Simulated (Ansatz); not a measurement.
A structure of BeS relaxed with PBEsol (plane waves to 420 eV, PAW, scalar-relativistic; Ansatz, an electronic-structure program); single points at other levels follow on the same geometry (Ansatz, PAW; HSE06 at 420 eV on a 8×8×8 k-mesh; no spin-orbit coupling). Space group F-43m (No. 216).

```
CELL_PARAMETERS angstrom
      0.00000     2.41896     2.41896
      2.41896     0.00000     2.41896
      2.41896     2.41896     0.00000
ATOMIC_POSITIONS crystal
  Be 0.25000 0.25000 0.25000
  S  0.50000 0.50000 0.50000
```

```csv
level,gap (eV),kind,conduction minimum
PBEsol,2.91,indirect,X
HSE06,4.04,–,X
```

HSE06 gaps come from a coarse mesh plus a few chosen points, so they may be too large. No spin polarisation in the result.

It was reached from a disturbed copy of a P-6m2 (No. 187) cell (AFLOW prototype AB_hP2_187_d_a (B_h, as in WC)), against which it lies -0.88 eV/atom.
